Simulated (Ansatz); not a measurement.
**What DFT gives for I**

```xyz
4
Lattice="3.6559 2.4162 0.0000 3.6559 -2.4162 0.0000 0.0000 0.0000 -9.8564" Properties=species:S:1:pos:R:3 pbc="T T T"
I     3.6559   -1.6914   -8.7032
I     3.6559   -0.7249   -3.7750
I     3.6559    1.6914   -1.1532
I     3.6559    0.7249   -6.0814
```

Single point in Ansatz 0.2.0 with PBE, no spin polarisation. Cutoff 420 eV, PAW datasets, 6×6×3 Γ-centred k mesh, fermi-dirac filling (width 0.1 eV).

(1) Metal or insulator? Give the gap.

(2) What is the character of the valence top and the conduction bottom?

(3) What do density and ELF say about some of the short contacts?

(4) Which atom feels the largest force, and which way?

Origin: a database entry at a rescaled volume. Caveats: no spin-orbit coupling, which can shift this gap by tenths of an eV.

## Answers

(1) The gap is 1.19 eV, indirect (the least direct gap found is 1.31 eV).

(2) Within 0.7 eV of the edges, the states project mainly on I p (99 %) below the gap and on I p (95 %) above it.

(3) I–I at 2.72 Å: least valence density 0.49 e/Å³ and ELF 0.63 there. These are pseudo-fields; inside the PAW spheres they differ from the all-electron ones.

(4) The largest is on I3 (and as large on other atoms): 0.46 eV/Å, components (0.00, -0.19, -0.42). It makes 172° with the line to a nearest neighbour, I1 at 2.72 Å, pointing away from it.
